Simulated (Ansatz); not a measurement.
BiIrS:
```
CELL_PARAMETERS angstrom
      6.13326     0.00000     0.00000
      0.00000     6.13326     0.00000
      0.00000     0.00000     6.13326
ATOMIC_POSITIONS crystal
  Bi 0.13043 0.63043 0.86957
  Bi 0.36957 0.36957 0.36957
  Bi 0.63043 0.86957 0.13043
  Bi 0.86957 0.13043 0.63043
  Ir 0.47441 0.97441 0.52559
  Ir 0.02559 0.02559 0.02559
  Ir 0.97441 0.52559 0.47441
  Ir 0.52559 0.47441 0.97441
  S  0.88227 0.38227 0.11773
  S  0.61773 0.61773 0.61773
  S  0.38227 0.11773 0.88227
  S  0.11773 0.88227 0.38227
```

Relaxed with PBEsol. Special points in fractions of this cell's reciprocal vectors: Γ (0.000, 0.000, 0.000); X (0.000, 0.500, 0.000); M (0.500, 0.500, 0.000); R (0.500, 0.500, 0.500); X1 (0.500, 0.000, 0.000).

List the band energies nearest the valence-band maximum at these points for PBEsol in the plane-wave PAW code Ansatz.

In eV from the valence-band maximum; about four levels below and three above (degenerate sets whole), none deeper than 8.9 eV; points with the same levels are listed once.

```tsv
k	below	above
Γ	-1.23 -1.23 -1.23 -0.78 -0.78 -0.78	1.02 1.03 1.03 1.03
X	-0.85 -0.85 -0.34 -0.34	1.27 1.27 2.25 2.25
M	-0.54 -0.54 -0.29 -0.29	1.42 1.42 1.72 1.72
R	-0.98 -0.98 -0.98 -0.98	0.70 0.70 0.70 0.70
```

Space group P2_13. The workflow started from a Materials Project entry (that database holds measured and hypothetical structures alike); the Crystallography Open Database copy checked does not list it. Its standing as an ambient phase is unchecked. The PBEsol relaxation kept the symmetry of its start; whether a distortion lowers the energy is not shown. The run is not spin-polarised. Spin–orbit coupling is left out wherever it is not named.

Potentials: the later of the program's two PAW sets.
